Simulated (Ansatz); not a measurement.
# Checking a converged run of Ni

The cell (2 atoms) is Ni as an experimental structure (space group Fm-3m, primitive cell doubled). Source: COD entry 9012972; the sample's temperature and pressure aren't taken into account, and it need not be the stable phase.

The calculation used Ansatz development build ahead of 0.2.0, DFT, PBE, PAW, plane waves, scalar-relativistic.

```yaml
crystal:
  lattice:
    - [0.0, -1.7651, -1.7651]
    - [-3.5302, -1.7651, -1.7651]
    - [0.0, 1.7651, -1.7651]
  atoms:
    - { symbol: Ni, position: [0.0, 0.0, 0.0], spin: 2.0 }
    - { symbol: Ni, position: [0.0, 0.5, 0.5], spin: -2.0 }
magnetization:
  spin_polarized: true
hamiltonian:
  xc: pbe
  pseudopotentials: { kind: paw }
basis:
  ecutwfc: 420
kpoints:
  mp_grid: { grid: [12, 7, 10] }
scf:
  occupations: { method: fermi_dirac, width: 0.1 }
  lower_state_search: "off"
output:
  forces: true
  stress: true
```

The run was started with:
```sh
ansatz run input.yaml --threads 2 --pin off --max-ram 5120MiB --backend cpu --events-out ev --progress --plain --runs-dir out
```

Wall time and machine: 10 s on 2 threads of Intel(R) Xeon(R) Platinum 8375C CPU @ 2.90GHz (Ice Lake), on a shared host, peak memory 0.49 GiB.

The end of the output:

```
SCF converged after 17 iterations
Magnetization: 0.0000 μB (18.0000 up, 18.0000 down)
Absolute magnetization: 0.0000 μB (∫|ρ↑−ρ↓|, with the PAW one-centre terms)
Spin contamination: 0.0000 ħ² per cell (⟨S²⟩ above its minimum at these occupations)
Per-site moments (μB) at R_I (Å): [(-3.5657e-6, 1.0296), (3.5657e-6, 1.0296)]
Free energy (F): -11679.424112 eV
Harris-Foulkes:  -11679.424112 eV  (|F-HF|=9.09e-12)
Internal energy: -11679.248509 eV  (E = F + TS)
E sigma→0 (E₀):  -11679.336310 eV
Entropy (-TS):   -0.175603 eV (-87.801 meV/atom)
Fermi energy:    17.771886 eV
--- Forces (eV/Å), atoms counted from 1 ---
  atom   1  Ni     0.00000000     0.00000000     0.00000000
  atom   2  Ni     0.00000000     0.00000000     0.00000000
--- Stress (GPa, compression-positive) ---
       -2.301411      -0.029051      -0.029051
       -0.029051      -2.676311       0.030844
       -0.029051       0.030844      -2.676311
  P = ⅓ Tr σ = -2.5513 GPa (-25.513 kbar)
```

The mesh is too coarse to rank close states of a metal with certainty: differences of some tens of meV/atom may change, at times in sign. The mesh has less symmetry than the lattice, which lowers the symmetry of the run.

A small moment in a metal is sensitive to the mesh and the smearing.

Site moments are taken inside atomic spheres and don't add up to the total.

**Question.** Has the SCF ended in the lowest solution? If not, by how much is it too high?

**Answer.** No, on this mesh. A state 36.1 meV/atom (0.072 eV per cell) lower exists in this cell: ferromagnetic, site moments Ni1 0.68, Ni2 0.68 μB, total 1.29 μB per cell, no gap on the k-mesh. It was reached from: parallel moments, default search for lower states [Ni1 2.00, Ni2 2.00 μB]; opposed moments +-, default search for lower states [Ni1 2.00, Ni2 -2.00 μB]. The wrong state matters: the pressure is -1.5 GPa there against -2.6 GPa here. This multiple of the primitive cell fits some opposed orders; other multiples fit others. “Lowest” means lowest among the runs made in this cell.
